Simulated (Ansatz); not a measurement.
## Ge2SbO: relaxation step by step

Recipe of this trial structure of Ge2SbO: random cell by space group and Wyckoff sites (Cmmm, No. 65). The dimensions are guesses.

```yaml
crystal:
  lattice:
    - [2.33454, -4.13165, 0.00000]
    - [2.33454, 4.13165, 0.00000]
    - [0.00000, 0.00000, 4.28128]
  atoms:
    - { symbol: Ge, position: [0.15332, 0.84668, 0.00000] }
    - { symbol: Ge, position: [0.84668, 0.15332, 0.00000] }
    - { symbol: Sb, position: [0.50000, 0.50000, 0.00000] }
    - { symbol: O, position: [0.50000, 0.50000, 0.50000] }
```

Computed with Ansatz 0.2.0, DFT PBE, scalar-relativistic, plane waves, PAW. Cutoff 420 eV, Gaussian smearing, Γ-centred meshes. Cell and atoms relax first on a coarse mesh and then on a finer one. In between, the cell is made exact in the group found at 0.06 Å. In metals the finer mesh still leaves noise of several meV/atom or more. The steps can't lower the symmetry of their start. No spin polarisation.

Steps on the 4×4×4 mesh (4 atoms, 8 steps). The free energy counts from the last step; the plane-wave basis is renewed at times, which shifts energy and pressure.

```tsv
step	ΔF (meV/atom)	V (Å³/atom)	P (GPa)	largest force component (eV/Å)
1	287.7	20.65	12.39	1.243
2	98.6	22.28	3.87	0.441
3	24.3	22.43	2.77	0.277
4	16.1	23.84	-1.38	0.067
5	12.3	23.27	0.10	0.002
6	1.2	23.27	0.76	0.003
7	0.3	23.55	0.15	0.003
8	0.0	23.55	0.16	0.003
```

The relaxed structure, after a last relaxation on the converged mesh:

```cif
data_structure
_symmetry_space_group_name_H-M 'Cmmm'
_symmetry_Int_Tables_number 65
_cell_length_a 5.2047
_cell_length_b 8.9406
_cell_length_c 4.0529
_cell_angle_alpha 90.000
_cell_angle_beta 90.000
_cell_angle_gamma 90.000
_cell_volume 188.60
loop_
_atom_site_label
_atom_site_type_symbol
_atom_site_symmetry_multiplicity
_atom_site_Wyckoff_symbol
_atom_site_fract_x
_atom_site_fract_y
_atom_site_fract_z
_atom_site_occupancy
Ge1 Ge 4 i 0.50000 0.33512 0.00000 1
Sb1 Sb 2 b 0.50000 0.00000 0.00000 1
O1 O 2 c 0.50000 0.00000 0.50000 1
```

The symmetry stays Cmmm (No. 65). The volume per atom grows by 14.2 %, from 20.6 to 23.6 Å³. The shortest distance goes from 2.14 Å (Sb–O) to 2.03 Å (Sb–O). The energy falls by about 0.26 eV/atom (the start's value is from the coarse mesh). Ge has 3 Ge at 2.95–3.01 Å and 3 Sb at 2.99–3.00 Å; around Sb lie 2 O at 2.03 Å and 6 Ge at 2.99–3.00 Å; O is surrounded by 2 Sb at 2.03 Å.

```yaml
Volume_per_atom: 23.57 Å³
Density: 4.98 g/cm³
Energy_over_the_elements: +0.24 eV/atom
Gap_on_the_10×10×12_mesh_of_the_4-atom_cell: 0 eV (a metal)
```

Energies over the elements count from the elements' standard structures at the same level (O₂ as a molecule), with no fitted energy shifts.

The last run used Gaussian smearing of 0.10 eV. Spin–orbit coupling, which can matter for Sb, is left out. An odd number of electrons in the primitive cell allows no gap without spin; a larger cell or a magnetic state could open one. A structure relaxed within its symmetry needn't be a true minimum. In all, the 3 runs took 3.2 min on 1 thread of Intel(R) Xeon(R) Platinum 8259CL CPU @ 2.50GHz (Skylake/Cascade Lake) (shared host). Another cell of Ge2SbO relaxed alike, in P6/mmm, lies 0.44 eV/atom lower, so this cell isn't the stable form at this level.
